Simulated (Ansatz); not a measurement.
B₂O₃:
```yaml
crystal:
  lattice:
    - [4.35716, 0.00000, 0.00000]
    - [-2.17858, 3.77341, 0.00000]
    - [0.00000, 0.00000, 6.43174]
  atoms:
    - { symbol: O, position: [0.95480, 0.28795, 0.25000] }
    - { symbol: B, position: [0.66667, 0.33333, 0.25000] }
    - { symbol: B, position: [0.00000, 0.00000, 0.25000] }
    - { symbol: O, position: [0.71205, 0.66685, 0.25000] }
    - { symbol: O, position: [0.33315, 0.04520, 0.25000] }
    - { symbol: O, position: [0.28795, 0.95480, 0.75000] }
    - { symbol: B, position: [0.00000, 0.00000, 0.75000] }
    - { symbol: B, position: [0.33333, 0.66667, 0.75000] }
    - { symbol: O, position: [0.04520, 0.33315, 0.75000] }
    - { symbol: O, position: [0.66685, 0.71205, 0.75000] }
```

Relaxed with r²SCAN+D4. Special points in fractions of this cell's reciprocal vectors: Γ (0.000, 0.000, 0.000); M (0.500, 0.000, 0.000); K (0.333, 0.333, 0.000); A (0.000, 0.000, 0.500); L (0.500, 0.000, 0.500); H (0.333, 0.333, 0.500).

Q: List the band energies nearest the valence-band maximum at these points for DFT-r²SCAN+D4 in the program Ansatz with PAW potentials.

A: In eV from the valence-band maximum; about four levels below and three above (degenerate sets whole), none deeper than 8.9 eV; points with the same levels are listed once.

```tsv
k	below	above
Γ	-0.56 -0.56 -0.22 -0.22	5.60 6.71 6.93
M	-0.96 -0.41 -0.01 0.00	7.37 8.97 9.04
K	-0.59 -0.58 -0.58 -0.56	8.18 9.18 9.18
A	-0.50 -0.50 -0.50 -0.50	6.21 6.21 8.64 8.64
L	-0.76 -0.76 0.00 0.00	8.07 8.07 9.64 9.64
H	-0.57 -0.57 -0.56 -0.56	8.73 8.73 9.24 9.24
```

Space group P-62c. The start of the workflow was typed in or built on a structure type; neither database checked (COD, Materials Project) lists it. COD files the formula under space group No. 144, 152. Whether it is the stable phase at ambient conditions was not checked. The cell was relaxed with r²SCAN+D4 under the symmetry of its start; whether a distortion lowers the energy is not shown.

Potentials: the earlier of the program's two PAW sets. The files were generated under PBE; for other functionals the program regenerates the frozen cores, and for LDA and PBEsol the local potential too.
